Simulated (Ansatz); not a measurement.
The start is a generated cell, Pt built in the beta-Sn structure type. Cell shape, volume and atoms are optimised at zero target pressure with PBEsol (plane waves to 420 eV, PAW, scalar-relativistic; Ansatz, a quantum-chemistry and plane-wave program). The first steps use a coarse 14×14×14 k-mesh.

Input geometry:
```yaml
crystal:
  lattice:
    - [-2.43795, 2.43795, 1.33017]
    - [2.43795, -2.43795, 1.33017]
    - [2.43795, 2.43795, -1.33017]
  atoms:
    - { symbol: Pt, position: [0.75000, 0.25000, 0.50000] }
    - { symbol: Pt, position: [0.00000, 0.00000, 0.00000] }
```

Q: How large is the pressure on the unrelaxed cell, and of which sign?

A: +10.8 GPa (positive: the cell is compressed).

Q: By how much does the energy per atom fall from start to end?

A: 0.02 eV/atom.

Q: How does the volume change?

A: +4.1 %, from 15.81 to 16.46 Å³/atom.

Q: How do the shortest distances between atoms change?

A: The closest pairs of elements (up to four, under 3.6 Å), start → end: Pt–Pt 2.53 → 2.57 Å.

Q: Give the final cell and atomic positions.

A: 
Space group I4₁/amd, origin choice 1 (No. 141); a = 4.969 Å, b = 4.969 Å, c = 2.667 Å, α = 90.00°, β = 90.00°, γ = 90.00°

```json
[
 {"atom": "Pt", "site": "4a", "symmetry": "-4m2", "x": "0.0000", "y": "0.0000", "z": "0.0000"}
]
```
(The calculation used a cell of 2 atoms; values per cell refer to that cell.)

The space group stays I4₁/amd (No. 141) (the run could not lower it); the end is AFLOW prototype A_tI4_141_a (A5, as in Sn), with 2 atoms in the primitive cell. Final values are on a 20×20×20 k-mesh of the relaxed cell. No spin polarisation in the result.

The run could not lose the symmetry of its start, so the end can be a saddle point.

All atoms sit on sites fixed by symmetry, so only the cell could relax.

The relaxed structure here is a generated cell of Pt: the first start was made by placing the elements on the sites of a structure type, and the end was not matched to a known phase here, so it may be hypothetical. Known forms of Pt include space group No. 225.
